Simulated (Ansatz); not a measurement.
# Exchange couplings of MnPt (P4/mmm)

The geometry is a structure as deposited in COD, repeated to hold the magnetic orders, held fixed and not relaxed.

Settings: LDA, 11×11×4 k mesh, Fermi–Dirac smearing of 0.1 eV. PAW means Ansatz 0.2.0 on its default frozen-core files. Site moments are integrated in spheres about the atoms.

The input and its command:

```yaml
crystal:
  lattice:
    - [2.83, 0.0, 0.0]
    - [0.0, 2.83, 0.0]
    - [0.0, 0.0, 7.32]
  atoms:
    - { symbol: Mn, position: [0.0, 0.0, 0.0], spin: 3.6 }
    - { symbol: Mn, position: [0.0, 0.0, 0.5], spin: -3.6 }
    - { symbol: Pt, position: [0.5, 0.5, 0.25] }
    - { symbol: Pt, position: [0.5, 0.5, 0.75] }
magnetization:
  spin_polarized: true
kpoints:
  mp_grid: { grid: [11, 11, 4] }
scf:
  occupations: { method: fermi_dirac, width: 0.1 }
  lower_state_search: "off"
hamiltonian:
  xc: lda
  pseudopotentials: { kind: paw }
output:
  eigenvalues: false
  eigenstates:
    nscf_kmesh: { grid: [11, 11, 4] }
    top_band: c45
    exchange_couplings: { magnetic: [{ species: Mn }] }
  write_density: true
  write_potential: true
  elf: true
  volumetric_format: npy
```

Command: `ansatz run input.yaml --threads 2 --pin off --max-ram 6144MiB --backend cpu --events-out ev --progress --plain --runs-dir out`

Site moments (μB): Mn1 3.57, Mn2 -3.57, Pt3 0.00, Pt4 0.00. Cell moment 0.00 μB.

Couplings come from the force theorem (directions of the magnetic atoms constrained, all else relaxed) on a 11×11×4 mesh, with E = −Σ J e_i·e_j over ordered pairs of unit vectors, so positive J favours parallel moments.

| pair | count | J PAW (meV) |
| --- | --- | --- |
| Mn1–Mn at 2.83 Å | 4 | -61.61 |
| Mn1–Mn at 3.66 Å | 2 | +12.32 |
| Mn1–Mn at 4.00 Å | 4 | -1.87 |
| Mn1–Mn at 4.63 Å | 8 | -3.15 |
| Mn1–Mn at 5.42 Å | 8 | -3.84 |
| Mn1–Mn at 5.66 Å | 4 | +11.24 |
| Mn1–Mn at 6.33 Å | 8 | +1.20 |
| Mn1–Mn at 6.74 Å | 8 | +0.59 |

The program reports that this state isn't the lowest of its own couplings.

The couplings come from one mesh, and their convergence in k wasn't tested.

They shouldn't be read as transferable Heisenberg parameters: they are taken about a state that they themselves reject, with itinerant moments.

The PAW files were made with PBE; the program remakes their cores once for the run's functional and then keeps them frozen. The Ansatz runs typed with the search for lower states off end where their start leads. Spin–orbit coupling is left out although heavy atoms are present. These are results for the start and cell typed. The real compound can order otherwise, in a larger cell, or not at all, since semilocal functionals at zero temperature often overstate magnetism.
